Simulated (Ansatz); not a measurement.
Eigenvalues along a path: Ba (hcp type)

```
CELL_PARAMETERS angstrom
3.27328 0.00000 0.00000
-1.63664 2.83474 0.00000
0.00000 0.00000 5.00647
ATOMIC_POSITIONS crystal
Ba 0.33333 0.66667 0.25000
Ba 0.66667 0.33333 0.75000
```

The cell comes from a relaxation on PAW files under the same functional, begun from a prototype that needn't be the stable phase.

Computed with Ansatz 0.2.0; functional PBEsol, scalar-relativistic. Settings: a Γ-centred 10×10×6 k mesh, Fermi–Dirac smearing of 0.08 eV, no spin polarisation. Methods: LAPW: all electrons, basis error target 1 meV/atom.

This run: volume at 0.4 of the series' base cell.

Spin–orbit coupling is left out, which matters for the heavy atoms. The structure type is held throughout; the real material can change phase at far lower pressure.

Path points, in fractions of the reciprocal vectors: Γ (0.000, 0.000, 0.000), M (0.500, 0.000, 0.000), K (0.333, 0.333, 0.000), A (0.000, 0.000, 0.500), L (0.500, 0.000, 0.500), H (0.333, 0.333, 0.500). Levels in eV from the Fermi level; bands 21 to 32, counted from the lowest band of the run. The gap is zero, the pressure 28.1 GPa.

```
# k(1/Å) point b21 b22 b23 b24 b25 b26 b27 b28 b29 b30 b31 b32
0.000 Γ -17.03 -12.21 -12.21 -11.21 -11.21 -10.67 -2.15 -0.58 1.86 1.86 2.49 3.36
0.277 - -16.83 -13.02 -12.48 -11.91 -11.25 -10.86 -1.46 0.18 0.73 2.25 2.34 2.71
0.554 - -16.24 -14.58 -13.36 -13.00 -11.44 -11.42 -1.89 0.43 0.57 1.83 2.09 3.40
0.831 - -15.84 -15.39 -14.62 -13.43 -12.32 -11.64 -2.77 -0.81 0.01 1.52 3.86 4.40
1.108 M -16.30 -15.13 -14.81 -13.59 -12.92 -11.73 -3.09 -1.23 -0.22 1.33 4.59 5.04
1.268 - -16.25 -15.07 -14.74 -13.79 -12.97 -11.98 -2.64 -1.58 0.19 1.66 4.84 4.96
1.428 - -16.09 -14.93 -14.55 -14.27 -13.12 -12.58 -2.20 -1.43 1.18 2.27 4.36 4.68
1.588 - -15.91 -14.75 -14.71 -14.23 -13.40 -13.23 -2.68 0.24 2.10 2.91 3.17 4.20
1.748 K -15.84 -14.76 -14.76 -13.81 -13.81 -13.53 -2.85 1.99 2.00 2.00 3.57 3.57
2.068 - -15.58 -15.15 -14.89 -13.92 -12.87 -12.76 -2.17 0.18 0.69 2.30 3.23 3.95
2.388 - -15.99 -14.58 -14.37 -12.86 -11.94 -11.68 -0.49 -0.33 -0.26 1.75 2.14 2.72
2.708 - -16.76 -13.16 -12.74 -11.94 -11.33 -10.93 -1.22 0.13 0.72 2.14 2.37 2.41
3.028 Γ -17.03 -12.21 -12.21 -11.21 -11.21 -10.67 -2.15 -0.58 1.86 1.86 2.49 3.36
3.185 - -16.82 -12.18 -12.18 -11.25 -11.25 -11.00 -2.06 -0.37 1.74 1.74 2.53 3.07
3.342 - -16.22 -12.08 -12.08 -11.86 -11.36 -11.36 -1.77 -0.02 1.58 1.58 2.38 2.55
3.498 - -15.31 -12.99 -11.92 -11.92 -11.53 -11.53 -1.30 -0.14 1.56 1.56 2.07 2.07
3.655 A -14.19 -14.19 -11.73 -11.73 -11.73 -11.73 -0.71 -0.71 1.72 1.72 1.72 1.72
3.932 - -14.36 -14.36 -12.17 -12.17 -11.90 -11.90 -0.24 -0.24 0.66 0.66 2.26 2.26
4.209 - -15.16 -15.16 -12.58 -12.58 -12.28 -12.28 -1.28 -1.28 1.22 1.22 3.51 3.51
4.486 - -16.21 -16.21 -12.63 -12.63 -12.52 -12.52 -1.92 -1.92 0.02 0.02 4.25 4.25
4.764 L -16.67 -16.67 -12.76 -12.76 -12.44 -12.44 -2.03 -2.03 -0.64 -0.64 4.29 4.29
4.923 - -16.61 -16.61 -13.23 -13.23 -12.17 -12.17 -1.72 -1.72 -0.49 -0.49 3.53 3.53
5.083 - -16.44 -16.44 -13.94 -13.94 -11.94 -11.94 -1.10 -1.10 0.07 0.07 2.59 2.59
5.243 - -16.22 -16.22 -14.58 -14.58 -11.82 -11.82 -0.66 -0.66 0.68 0.68 2.47 2.47
5.403 H -16.11 -16.11 -14.86 -14.86 -11.77 -11.77 -0.48 -0.48 0.61 0.61 3.39 3.39
5.723 - -16.12 -16.12 -14.13 -14.13 -11.93 -11.93 -0.79 -0.79 1.05 1.05 2.69 2.69
6.043 - -15.38 -15.38 -13.04 -13.04 -12.20 -12.20 -0.84 -0.84 1.50 1.50 2.02 2.02
6.363 - -14.43 -14.43 -12.27 -12.27 -11.96 -11.96 -0.10 -0.10 0.45 0.45 2.48 2.48
6.683 A -14.19 -14.19 -11.73 -11.73 -11.73 -11.73 -0.71 -0.71 1.72 1.72 1.72 1.72
```
